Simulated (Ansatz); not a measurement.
# From the elastic tensor of Cu$_{3}$Pd at 8 GPa (stress–strain coefficients) to moduli and sound speeds

Level of theory: Ansatz, DFT LDA, scalar-relativistic, plane waves, PAW. Plane waves to 420 eV; Γ-centred k mesh 12×12×12; Fermi-Dirac smearing of 0.15 eV. No spin polarisation.

The structure is cubic, space group Pm-3m (No. 221). Conventional cell: a = 3.569 Å, b = 3.569 Å, c = 3.569 Å, α = 90.00°, β = 90.00°, γ = 90.00°. Cu (site symmetry 4/mmm) is surrounded by 8 Cu at 2.52 Å and 4 Pd at 2.52 Å. Pd (site symmetry m-3m) is surrounded by 12 Cu at 2.52 Å.

In a metal, frequencies and elastic constants depend on the k mesh and the smearing, soft modes and shear constants most. Other phases may be more stable at this pressure.

Relaxed-ion constants (GPa, on the Cartesian axes of the calculation):
```
290.3 211.6 211.6   0.0   0.0   0.0
211.6 290.3 211.6   0.0   0.0   0.0
211.6 211.6 290.3   0.0   0.0   0.0
  0.0   0.0   0.0 112.9   0.0   0.0
  0.0   0.0   0.0   0.0 112.9   0.0
  0.0   0.0   0.0   0.0   0.0 112.9
```

Density 10.854 g/cm³; 4 atoms in 45.45 Å³.

The values that follow are for a polycrystal of randomly turned grains, by Hill's mean where one number stands. In a crystal this anisotropic the Voigt and Reuss bounds lie far apart, so Hill's mean and the sound speeds and Debye temperature from it are rough.

```
Bulk modulus, Voigt / Reuss / Hill          : 237.8 / 237.8 / 237.8 GPa
Shear modulus, Voigt / Reuss / Hill         : 83.5 / 64.6 / 74.0 GPa
Young's modulus                             : 201 GPa
Poisson ratio                               : 0.359
Pugh ratio B/G                              : 3.21
Universal anisotropy index                  : 1.46
Longitudinal and transverse sound speeds    : 5569 and 2612 m/s
Debye temperature from the mean sound speed : 389 K
```

Cost: 1 run of about 3.6 core-minutes, on Intel Xeon Platinum 8375C (Ice Lake) (shared hosts).